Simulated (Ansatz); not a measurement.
Ansatz (a program for electronic structure) input:

Ansatz 0.2 input:
```yaml
crystal:
  lattice:
    - [3.7777368213, 2.1810773707, 7.1778476936]
    - [-3.7777368213, 2.1810773707, 7.1778476936]
    - [0.0, -4.3621547414, 7.1778476936]
  atoms:
    - { symbol: Cs, position: [0.8880517815, 0.8880517815, 0.8880517815] }
    - { symbol: Cs, position: [0.1119482185, 0.1119482185, 0.1119482185] }
    - { symbol: Zr, position: [0.5, 0.5, 0.5] }
    - { symbol: Ag, position: [0.0, 0.5, 0.5] }
    - { symbol: Ag, position: [0.5, 0.0, 0.5] }
    - { symbol: Ag, position: [0.5, 0.5, 0.0] }
    - { symbol: F, position: [0.4234368164, 0.4234368164, 0.8082874378] }
    - { symbol: F, position: [0.5765631836, 0.5765631836, 0.1917125622] }
    - { symbol: F, position: [0.8082874378, 0.4234368164, 0.4234368164] }
    - { symbol: F, position: [0.1917125622, 0.5765631836, 0.5765631836] }
    - { symbol: F, position: [0.4234368164, 0.8082874378, 0.4234368164] }
    - { symbol: F, position: [0.5765631836, 0.1917125622, 0.5765631836] }
    - { symbol: F, position: [0.5716962272, 0.1742224132, 0.1742224132] }
    - { symbol: F, position: [0.4283037728, 0.8257775868, 0.8257775868] }
    - { symbol: F, position: [0.1742224132, 0.5716962272, 0.1742224132] }
    - { symbol: F, position: [0.8257775868, 0.4283037728, 0.8257775868] }
    - { symbol: F, position: [0.1742224132, 0.1742224132, 0.5716962272] }
    - { symbol: F, position: [0.8257775868, 0.8257775868, 0.4283037728] }
kpoints:
  mp_grid: { grid: [5, 5, 5] }
  band_path:
    path:
      - [[0.0, 0.0, 0.0], [0.5, 0.5, 0.5], [0.771778465, 0.228221535, 0.5]]  # Γ-T-H_2
      - [[0.5, -0.228221535, 0.228221535], [0.5, 0.0, 0.0], [0.0, 0.0, 0.0], [0.3641107675, -0.3641107675, 0.0]]  # H_0-L-Γ-S_0
      - [[0.6358892325, 0.0, 0.3641107675], [0.5, 0.0, 0.5], [0.0, 0.0, 0.0]]  # S_2-F-Γ
    npoints: 10
hamiltonian:
  xc: r2scan
  pseudopotentials: { kind: paw }
magnetization: { noncollinear: true, spin_orbit: true }
scf:
  n_extra_bands: 37
  convergence: { dr2_threshold: 0.0000000001 }
  occupations: { method: gaussian, width: 0.05 }
output: { eigenvalues: true }
```

Output (shortened):

```
Pseudopotential: Cs, paw_fr, valence charge 9
Pseudopotential: Zr, paw_fr, valence charge 12
Pseudopotential: Ag, paw_fr, valence charge 19
Pseudopotential: F, paw_fr, valence charge 7
Functional definition: r2SCAN
non-collinear run that drives no moment, with spin-orbit …
Crystal: 18 atoms, lattice volume = 354.853 Å³
Basis set: ecut = 500 eV, 9063 PW (Γ), exchange–correlation on 256×256×256 points (64 copies of the dense FFT grid, shifted against one another)
Bands: 208, of which v1, the nominal top of the filled ones, is band 171 counted from 1 (170 counted from 0)
Symmetry: 12 space group operations + 12 with time reversal
k-points: 19 of 125
Projection manifold: j_resolved (fully-relativistic pseudo-atomic orbitals)
SCF iter   1: F=—  HF=-48066.602571 eV  |F-HF|=—  |Δ(HF+E_count)|=         —  Δρ=1.38e-1  dr2=5.93e1  dr2_τ=2.70e-1  dr2_m=0.00e0 (ungated)  ethr=3.10e-3  |M|=0.00e0 ∫|m|=0.00e0 μB  |m|>n=0.0e0 m-floor=0.0e0 τ_xc=0.0e0  β_m=0.30  ⟨swp⟩=6.0  Hψ=8584  notcnv=0  defer=494
preconditioner: auto → none
SCF iter   2: F=—  HF=-48054.098502 eV  |F-HF|=—  |Δ(HF+E_count)|=    1.25e1  Δρ=5.72e-2  dr2=1.28e1  dr2_τ=1.97e-1  dr2_m=0.00e0 (ungated)  ethr=3.10e-3  |M|=0.00e0 ∫|m|=0.00e0 μB  |m|>n=0.0e0 m-floor=0.0e0 τ_xc=0.0e0  β_m=0.40  ⟨swp⟩=3.0  Hψ=4011  notcnv=0  defer=590
SCF iter   3: F=—  HF=-48050.942312 eV  |F-HF|=—  |Δ(HF+E_count)|=    3.16e0  Δρ=1.87e-2  dr2=9.12e-1  dr2_τ=1.28e-2  dr2_m=0.00e0 (ungated)  ethr=3.10e-3  |M|=0.00e0 ∫|m|=0.00e0 μB  |m|>n=0.0e0 m-floor=0.0e0 τ_xc=0.0e0  β_m=0.55  ⟨swp⟩=3.0  Hψ=4944  notcnv=0  defer=586
SCF iter   4: F=—  HF=-48051.077329 eV  |F-HF|=—  |Δ(HF+E_count)|=   1.35e-1  Δρ=9.24e-3  dr2=2.84e-1  dr2_τ=6.73e-3  dr2_m=0.00e0 (ungated)  ethr=5.34e-4  |M|=0.00e0 ∫|m|=0.00e0 μB  |m|>n=0.0e0 m-floor=0.0e0 τ_xc=0.0e0  β_m=0.49  ⟨swp⟩=3.5  Hψ=3960  notcnv=0  defer=606
SCF iter   5: F=—  HF=-48051.038227 eV  |F-HF|=—  |Δ(HF+E_count)|=   3.91e-2  Δρ=3.06e-3  dr2=1.80e-2  dr2_τ=5.95e-4  dr2_m=0.00e0 (ungated)  ethr=1.66e-4  |M|=0.00e0 ∫|m|=0.00e0 μB  |m|>n=0.0e0 m-floor=0.0e0 τ_xc=0.0e0  β_m=0.52  ⟨swp⟩=2.8  Hψ=3570  notcnv=0  defer=588
SCF iter   6: F=—  HF=-48051.046021 eV  |F-HF|=—  |Δ(HF+E_count)|=   7.79e-3  Δρ=1.25e-3  dr2=2.70e-3  dr2_τ=1.06e-4  dr2_m=0.00e0 (ungated)  ethr=1.06e-5  |M|=0.00e0 ∫|m|=0.00e0 μB  |m|>n=0.0e0 m-floor=0.0e0 τ_xc=0.0e0  β_m=0.54  ⟨swp⟩=2.5  Hψ=3060  notcnv=0  defer=588
SCF iter   7: F=—  HF=-48051.047192 eV  |F-HF|=—  |Δ(HF+E_count)|=   1.17e-3  Δρ=3.70e-4  dr2=2.74e-4  dr2_τ=1.30e-5  dr2_m=0.00e0 (ungated)  ethr=1.58e-6  |M|=0.00e0 ∫|m|=0.00e0 μB  |m|>n=0.0e0 m-floor=0.0e0 τ_xc=0.0e0  β_m=0.62  ⟨swp⟩=2.0  Hψ=2917  notcnv=0  defer=588
SCF iter   8: F=—  HF=-48051.047168 eV  |F-HF|=—  |Δ(HF+E_count)|=   2.43e-5  Δρ=7.26e-5  dr2=1.05e-5  dr2_τ=4.06e-7  dr2_m=0.00e0 (ungated)  ethr=1.60e-7  |M|=0.00e0 ∫|m|=0.00e0 μB  |m|>n=0.0e0 m-floor=0.0e0 τ_xc=0.0e0  β_m=0.64  ⟨swp⟩=2.0  Hψ=3050  notcnv=0  defer=588
SCF iter  13: F=-48051.047602 eV  HF=-48051.047602 eV  |F-HF|=2.18e-11  |Δ(HF+E_count)|=  7.28e-12  Δρ=1.04e-7  dr2=2.29e-11  dr2_τ=8.81e-13  dr2_m=0.00e0 (ungated)  ethr=1.00e-12  |M|=0.00e0 ∫|m|=0.00e0 μB  |m|>n=0.0e0 m-floor=0.0e0 τ_xc=0.0e0  ⟨swp⟩=3.0  Hψ=4609  notcnv=0
SCF 1 converged in 13 iterations: F = -48051.047602 eV  dr2 = 2.29e-11
NSCF: frozen V_eff on 73 k-points
SCF converged after 13 iterations
Magnetization: |M| = 0.0000 μB,  M = (+0.0000, +0.0000, +0.0000) μB
Absolute magnetization: 0.0000 μB (∫|m|)
  site 0: m = (+0.0000, +0.0000, +0.0000) μB, |m| = 0.0000 μB  (R = 1.32 Å)
  site 1: m = (+0.0000, +0.0000, +0.0000) μB, |m| = 0.0000 μB  (R = 1.32 Å)
  site 2: m = (+0.0000, +0.0000, +0.0000) μB, |m| = 0.0000 μB  (R = 0.83 Å)
  site 3: m = (+0.0000, +0.0000, +0.0000) μB, |m| = 0.0000 μB  (R = 0.86 Å)
  site 4: m = (+0.0000, +0.0000, +0.0000) μB, |m| = 0.0000 μB  (R = 0.86 Å)
  site 5: m = (+0.0000, +0.0000, +0.0000) μB, |m| = 0.0000 μB  (R = 0.86 Å)
  site 6: m = (+0.0000, +0.0000, +0.0000) μB, |m| = 0.0000 μB  (R = 0.83 Å)
  site 7: m = (+0.0000, +0.0000, +0.0000) μB, |m| = 0.0000 μB  (R = 0.83 Å)
  site 8: m = (+0.0000, +0.0000, +0.0000) μB, |m| = 0.0000 μB  (R = 0.83 Å)
  site 9: m = (+0.0000, +0.0000, +0.0000) μB, |m| = 0.0000 μB  (R = 0.83 Å)
  site 10: m = (+0.0000, +0.0000, +0.0000) μB, |m| = 0.0000 μB  (R = 0.83 Å)
  site 11: m = (+0.0000, +0.0000, +0.0000) μB, |m| = 0.0000 μB  (R = 0.83 Å)
  site 12: m = (+0.0000, +0.0000, +0.0000) μB, |m| = 0.0000 μB  (R = 0.86 Å)
  site 13: m = (+0.0000, +0.0000, +0.0000) μB, |m| = 0.0000 μB  (R = 0.86 Å)
  site 14: m = (+0.0000, +0.0000, +0.0000) μB, |m| = 0.0000 μB  (R = 0.86 Å)
  site 15: m = (+0.0000, +0.0000, +0.0000) μB, |m| = 0.0000 μB  (R = 0.86 Å)
  site 16: m = (+0.0000, +0.0000, +0.0000) μB, |m| = 0.0000 μB  (R = 0.86 Å)
  site 17: m = (+0.0000, +0.0000, +0.0000) μB, |m| = 0.0000 μB  (R = 0.86 Å)
Free energy (F): -48051.047602 eV
Harris-Foulkes:  -48051.047602 eV  (|F-HF|=2.18e-11)
Internal energy: -48051.036680 eV  (E = F + TS)
E sigma→0 (E₀):  -48051.042141 eV
Entropy (-TS):   -0.010922 eV (-0.607 meV/atom)
Fermi energy:    3.384216 eV
--- Per-component energies (eV) ---
  E_band       = -2316.221919
  E_kinetic    = 4680.596631
  E_local      = -24513.225223  (includes V_loc(G=0)·N_el)
  E_nonlocal   = 1253.535338
  E_hartree    = 10480.344843
  E_xc         = -1960.582787
  E_vxc        = -2661.397381  (∫ρ·V_xc dr)
  E_paw        = -27297.893369  (= ΣΔE_a)
  E_vpaw       = -2222.399461  (= ΣTr[D̂ρ^β])
  E_aug_tail   = 0.012462  (compensation charges beyond the density's cutoff)
  E_vtau       = 185.966080  (kinetic-family band-sum trace: ∫τ·v_τ [+ j·A + Jᵃ·Aᵃ] dr)
  E_ewald      = -10691.849415
  E_core_change = -1.975159  (= ΣΔE_core)
  E_smearing   = -0.010922  (= −TS)
  E_closure    = 0.000000  (closes the sum)
  Σ components = -48051.047602   (vs F -48051.047602, Δ=0.00e0)
  [band-id]    e_kinetic+e_local+e_nonlocal+2·e_hartree+e_vxc+e_vpaw+e_augmentation_tail+e_vtau = -2316.221868   (vs E_band -2316.221919, Δ=5.12e-5)
--- Band table (eV; the first three rows and the last of 19) ---
  k-point 0: bands = ["-89.6732", "-89.6732", "-89.6731", "-89.6731", "-89.6731", "-89.6731", "-55.7885", "-55.7885", "-55.7881", "-55.7881", "-55.7867", "-55.7867", "-50.9421", "-50.9421", "-50.9397", "-50.9397", "-50.9373", "-50.9373", "-50.5779", …
  k-point 1: bands = ["-89.6732", "-89.6732", "-89.6731", "-89.6731", "-89.6731", "-89.6731", "-55.7884", "-55.7884", "-55.7880", "-55.7880", "-55.7868", "-55.7868", "-50.9418", "-50.9418", "-50.9397", "-50.9397", "-50.9376", "-50.9376", "-50.5778", …
  k-point 2: bands = ["-89.6732", "-89.6732", "-89.6731", "-89.6731", "-89.6731", "-89.6731", "-55.7883", "-55.7883", "-55.7878", "-55.7878", "-55.7871", "-55.7871", "-50.9412", "-50.9412", "-50.9397", "-50.9397", "-50.9382", "-50.9382", "-50.5777", …
  k-point 18: bands = ["-89.6732", "-89.6732", "-89.6731", "-89.6731", "-89.6731", "-89.6731", "-55.7884", "-55.7884", "-55.7880", "-55.7880", "-55.7868", "-55.7868", "-50.9418", "-50.9418", "-50.9397", "-50.9397", "-50.9376", "-50.9376", "-50.5778", …
```

Cost: about 40 core-minutes (a rough figure) on shared cores.

Space group R-3m. The start of the workflow was typed in or built on a structure type; neither database checked (COD, Materials Project) lists it. Its standing as an ambient phase is unchecked. Symmetry was held in the r²SCAN relaxation; its stability against distortions is not shown here. The run is not spin-polarised.

Potentials: the later of the program's two PAW sets.

Ansatz is a plane-wave DFT program.
